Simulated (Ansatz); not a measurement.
One crystal and one scan (energy over volume and axial ratio) at two levels, PBE (plane waves to 420 eV, PAW, scalar-relativistic; Ansatz, an electronic-structure program) and PBEsol (plane waves to 420 eV, PAW, scalar-relativistic; Ansatz), each from its own relaxed cell and on its own mesh. The cell shown is that of PBE.

AlAs (zinc blende)

```
AlAs
1.0
    0.00000     2.86422     2.86422
    2.86422     0.00000     2.86422
    2.86422     2.86422     0.00000
As Al
1 1
Cartesian
  4.29633   4.29633   4.29633
  0.00000   0.00000   0.00000
```

The relaxed cell is deformed in two ways at once: its volume V is scaled, and at that volume it is stretched along z (the c axis of the conventional cell) so that c/a changes. Fractional atomic positions are held.

The energy includes the smearing's −TS. AlAs was relaxed with its symmetry unable to fall. Percentages come from the unrounded values. Both scans cover V/V₀ from 0.920 to 1.080 and (c/a)/(c/a)₀ from 0.920 to 1.080.

| quantity | PBE | PBEsol | PBE − PBEsol |
|---|---|---|---|
| Lattice constant a (Å) | 5.728 | 5.675 | +0.053 (+0.9 %) |
| Band gap of the relaxed cell, no spin-orbit coupling (eV) | 1.50 | 1.34 | +0.16 (+12 %) |
| Shear modulus C′ = (C11 − C12)/2 (fit, atoms clamped) (GPa) | 27 | 27 | 0 |

PBE gives the higher value for: lattice constant a; band gap of the relaxed cell, no spin-orbit coupling.

(A scan under strain: stresses follow from slopes of the energy per volume, elastic moduli from its curvatures.)
